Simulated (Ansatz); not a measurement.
CH2F2 on a (100) slab of HfN (Fm-3m (No. 225)), 3 planes, outer planes HfN (top) and HfN (bottom), 1 a cell of 40.8 Å², relaxed and still whole (its atoms last):

```xyz
29
Lattice="6.3878 0.0000 0.0000 0.0000 6.3878 0.0000 0.0000 0.0000 24.4072" Properties=species:S:1:pos:R:3 pbc="T T T"
Hf    1.5970    1.5970    8.0000
Hf    1.5970    4.7909    8.0000
Hf    4.7909    1.5970    8.0000
Hf    4.7909    4.7909    8.0000
N     3.1939    3.1939    8.0000
N     3.1939    0.0000    8.0000
N     0.0000    3.1939    8.0000
N     0.0000    0.0000    8.0000
Hf    3.1890    3.1972   10.2366
Hf    3.1890   -0.0030   10.2366
Hf    0.0045    3.1985   10.2410
Hf    0.0045   -0.0043   10.2411
N     4.7905    4.7910   10.1756
N     4.7914    1.5971   10.1880
N     1.5972    4.7910   10.1709
N     1.5959    1.5971   10.1804
Hf    4.7839    4.7909   12.3571
Hf    4.7887    1.5973   12.3797
Hf    1.5994    4.7910   12.3961
Hf    1.5988    1.5973   12.3692
N    -0.0027    0.0002   12.5936
N    -0.0027    3.1943   12.5937
N     3.1955    0.0028   12.5771
N     3.1955    3.1917   12.5775
F     0.7393   -1.5654   16.9248
C     0.4199   -1.5773   15.6077
F     1.6329   -1.5974   14.8900
H    -0.0991   -0.6498   15.3265
H    -0.1170   -2.5009   15.3481
```

These are results of DFT PBE+D3(BJ), scalar-relativistic, plane waves, PAW in Ansatz 0.2.0, not measurements. Plane waves to 420 eV, a k mesh through Γ of 3×3×1 on the computed 29-atom cell and Gaussian smearing (0.10 eV); no spin polarisation. The cell repeats along c with a dipole correction in the vacuum.

It binds with 0.40 eV a molecule against the clean slab and the free molecule (no zero-point or thermal terms); its shortest contact is F–Hf 2.49 Å. Take first-order desorption with no barrier to adsorption, no reaction on the face and an assumed prefactor of 10^13 s⁻¹.

(1) How long does a molecule stay at 573 K?

(2) Where does its peak lie in a desorption experiment heated at 1 K/s?

(3) Is this physisorption or chemisorption?

## Answers

(1) τ = ν⁻¹·exp(E/k_BT) with k_BT = 0.0494 eV: E/k_BT = 8.1, so τ ≈ 3×10^-10 s. At about one hit a site a second (10⁻⁶ mbar) the coverage is near τ × 1 s⁻¹, so a layer needs more than atmospheric pressure.

(2) The peak obeys E/(k_B·T_p²) = (ν/β)·exp(−E/k_BT_p). Solving gives T_p ≈ 147 K (E/k_BT_p = 31.5). An error of 0.1 eV in E moves it by about 37 K, and larger molecules have larger prefactors, which lowers it.

(3) The tightest contact, F–Hf 2.49 Å, is 1.08 times the sum of covalent radii, and deformation and lateral interaction add up to +0.03 eV. This is chemisorption.